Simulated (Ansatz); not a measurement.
RbH (rock salt, Fm-3m), a = b = c = 5.926 Å, α = β = γ = 90.00°; the cell used has 2 atoms.

Relaxed with PBEsol. DFT-PBEsol in the program Ansatz with PAW potentials gives a gap of 2.69 eV.

Task: What gap does HSE06 give on the same cell (Ansatz, PAW)?

Result: 3.90 eV, 1.20 eV more. The hybrid was solved on a coarser mesh and at special points; its gap is the smallest among all of these.

| k | v1 PBEsol | c1 PBEsol | v1 HSE06 | c1 HSE06 |
|---|---|---|---|---|
| Γ | -2.05 | 6.79 | [?] | [?] |
| X | -0.87 | 4.35 | [?] | [?] |
| L | 0.00 | 2.69 | 0.00 | 3.90 |
| W | -0.49 | 4.82 | [?] | [?] |
| K | -0.52 | 4.25 | [?] | [?] |

Task: Top valence (v1) and lowest conduction level (c1) in eV from each method's valence maximum (which need not be a listed point): supply the withheld HSE06 values.

Result: 
- K, v1 HSE06: -0.53
- K, c1 HSE06: 5.51
- Γ, v1 HSE06: -2.06
- Γ, c1 HSE06: 8.16
- W, v1 HSE06: -0.50
- W, c1 HSE06: 6.08
- X, v1 HSE06: -0.89
- X, c1 HSE06: 5.63

Cost on shared cores: the PBEsol run (SCF on a 8×8×8 mesh, then bands and DOS) roughly 8 core-seconds, the HSE06 run (SCF on 6×6×6, then a few points) around 50 core-seconds (rough); the tasks are unlike.

The first step of the workflow began from a Materials Project structure, measured or hypothetical; the Crystallography Open Database files this formula in space group No. 225, but the cells were not matched. Whether it is the stable phase at ambient conditions was not checked. The cell was relaxed with PBEsol under the symmetry of its start; its stability against distortions is not shown here. Spin–orbit coupling is left out wherever it is not named.

Potentials: the later of the program's two PAW sets.
